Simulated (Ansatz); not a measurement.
Here is the system:

LaScO₃:
```cif
data_La4O12Sc4
_chemical_formula_sum 'La4 O12 Sc4'
_space_group_name_H-M_alt 'P 1'
_space_group_IT_number 1
_cell_length_a 5.76419
_cell_length_b 8.03898
_cell_length_c 5.63914
_cell_angle_alpha 90.000
_cell_angle_beta 90.000
_cell_angle_gamma 90.000
loop_
_space_group_symop_operation_xyz
  'x, y, z'
loop_
_atom_site_label
_atom_site_type_symbol
_atom_site_fract_x
_atom_site_fract_y
_atom_site_fract_z
_atom_site_occupancy
La1 La 0.95417 0.25000 0.01176 1
La2 La 0.04583 0.75000 0.98824 1
La3 La 0.54583 0.75000 0.51176 1
La4 La 0.45417 0.25000 0.48824 1
O1 O 0.29603 0.94660 0.70419 1
O2 O 0.70397 0.44660 0.29581 1
O3 O 0.20397 0.05340 0.20419 1
O4 O 0.79603 0.55340 0.79581 1
O5 O 0.70397 0.05340 0.29581 1
O6 O 0.29603 0.55340 0.70419 1
O7 O 0.79603 0.94660 0.79581 1
O8 O 0.20397 0.44660 0.20419 1
Sc1 Sc 0.50000 0.00000 0.00000 1
Sc2 Sc 0.50000 0.50000 0.00000 1
Sc3 Sc 0.00000 0.00000 0.50000 1
Sc4 Sc 0.00000 0.50000 0.50000 1
O9 O 0.53370 0.25000 0.89995 1
O10 O 0.46630 0.75000 0.10005 1
O11 O 0.96630 0.75000 0.39995 1
O12 O 0.03370 0.25000 0.60005 1
```

This is the PBEsol-relaxed structure.

All from the program Ansatz at the PBEsol level (PAW), unless another level is named. Estimate the bulk modulus (Birch–Murnaghan fit).

166 GPa.

And the highest zone-centre frequency (without LO–TO term)?

660 cm^-1.

Space group Pnma. Symmetry was held in the PBEsol relaxation. No spin polarisation was allowed. Spin–orbit coupling is left out wherever it is not named.

Potentials: the later of the program's two PAW sets.
